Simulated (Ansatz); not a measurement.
Clean, relaxed (001) surface of Ru, space group P6_3/mmc (No. 194) (top face towards +c; atoms held fixed, by place in the list: 1, 2, 3, 4):

```
CELL_PARAMETERS angstrom
5.40470 0.00000 0.00000
-2.70235 4.68060 0.00000
0.00000 0.00000 21.26597
ATOMIC_POSITIONS crystal
Ru 0.16667 0.33333 0.39970
Ru 0.16667 0.83333 0.39970
Ru 0.66667 0.33333 0.39970
Ru 0.66667 0.83333 0.39970
Ru 0.33333 0.16667 0.49667
Ru 0.33333 0.66667 0.49667
Ru 0.83333 0.16667 0.49667
Ru 0.83333 0.66667 0.49667
Ru 0.16667 0.33333 0.59351
Ru 0.16667 0.83333 0.59351
Ru 0.66667 0.33333 0.59351
Ru 0.66667 0.83333 0.59351
```

All numbers below come from Ansatz 0.2.0, DFT r2SCAN, scalar-relativistic, plane waves, PAW. Settings: cutoff 500 eV, Γ-centred mesh 6×6×1 on the computed 12-atom cell, Gaussian smearing of 0.10 eV; no spin polarisation. A dipole correction removes the field between periodic images along c.

Li (atom) is adsorbed on the top face, one adsorbate per 25.3 Å², and relaxed from 2 starting sites (fractions of a and b). The adsorption energy is E(slab + adsorbate) − E(slab) − E(free adsorbate, spin-polarised where open-shell). Heights count from the highest slab atom after relaxation. Δφ is the top face's. Δp counts per cell along +c. Bonded neighbours lie within 1.25 times the sum of covalent radii (1.35 for H) and, on that scale, within 12 % of the closest. With the adsorbate the cell is lengthened along c to keep the vacuum.

```
                            start ends at E_ads (eV) height (Å) shortest contact  Δφ (eV)  Δp (e·Å)
         top (Ru) at (0.67, 0.83) (0.67, 0.83), 1 bonded neighbour (Ru)       -2.26        2.33      Li–Ru 2.41 Å    -3.11    +0.450
hollow (Ru-Ru-Ru) at (0.00, 0.00) (0.00, 0.00), 3 bonded neighbours (Ru)       -2.43        2.17      Li–Ru 2.71 Å    -2.74    +0.399
```

Among the sites tried, the lowest end comes from the hollow (Ru-Ru-Ru) at (0.00, 0.00) start; other sites may lie lower.

Each end is the local minimum or symmetric point that its start leads to. The slab is only 4.3 Å thick, so the energies aren't converged with thickness.

For at least one of the starts the bottom face's work function also shifts by over 0.1 eV: the slab is too thin to screen the adsorbate, so the work functions aren't converged with thickness.

The adsorbed runs have no spin polarisation, so weakly bound open-shell ends lie too high.